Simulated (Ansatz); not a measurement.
## From the elastic tensor of Al$_{4}$B$_{3}$P to moduli and sound speeds

Method: Ansatz 0.2.0, DFT PBE, scalar-relativistic, plane waves, PAW. Plane waves to 420 eV; Γ-centred k mesh 12×12×2; Gaussian smearing of 0.10 eV. No spin polarisation.

Space group P-3m1 (No. 164), trigonal, a = 3.039 Å, c = 23.823 Å. Al on its first site is surrounded by 3 P at 2.56 Å, 3 Al at 2.83 Å and 6 Al at 3.04 Å; Al on its second site has 6 B at 2.39–2.43 Å and 3 P at 2.49 Å; Al on its third site is surrounded by 12 B at 2.38–2.42 Å; Al on its fourth site is surrounded by 6 Al at 2.82–2.83 Å and 6 Al at 3.04 Å; B on its first site is surrounded by 3 B at 1.76 Å and 6 Al at 2.38–2.43 Å; P has 6 Al at 2.49–2.56 Å; 2 more sites not described.

The structure comes from a proposed guess, relaxed at this level; another structure or a mixture of phases may lie lower. In a metal, frequencies and elastic constants depend on the k mesh and the smearing, soft modes and shear constants most.

Relaxed-ion constants (GPa, on the Cartesian axes of the calculation):
C11 = 261.6, C12 = 60.9, C13 = 54.7, C14 = -13.3, C22 = 261.6, C23 = 54.7, C24 = 13.3, C33 = 209.1, C44 = 26.6, C55 = 26.6, C56 = -13.3, C66 = 100.3 GPa; the others vanish.

Density 2.986 g/cm³; 16 atoms in 190.56 Å³.

With S = C⁻¹: B_V = (C11+C22+C33+2(C12+C13+C23))/9, G_V = (C11+C22+C33−C12−C13−C23+3(C44+C55+C66))/15, 1/B_R = S11+S22+S33+2(S12+S13+S23), 15/G_R = 4(S11+S22+S33−S12−S13−S23)+3(S44+S55+S66); Hill is their mean. Then v_l = √((B+4G/3)/ρ), v_t = √(G/ρ), v_m = [(2/v_t³+1/v_l³)/3]^(−1/3) and Θ = (ħ/k_B)·v_m·(6π²n/V)^(1/3) for n atoms in the volume V; E = 9BG/(3B+G), ν = (3B−2G)/(2(3B+G)) and A^U = 5G_V/G_R + B_V/B_R − 6.

- Bulk modulus, Voigt / Reuss / Hill: 119.0 / 117.5 / 118.3 GPa
- Shear modulus, Voigt / Reuss / Hill: 68.2 / 44.0 / 56.1 GPa
- Young's modulus: 145 GPa
- Poisson ratio: 0.295
- Pugh ratio B/G: 2.11 (over 1.75, the rule of thumb for ductile)
- Universal anisotropy index: 2.76
- Longitudinal and transverse sound speeds: 8042 and 4335 m/s
- Debye temperature from the mean sound speed: 631 K
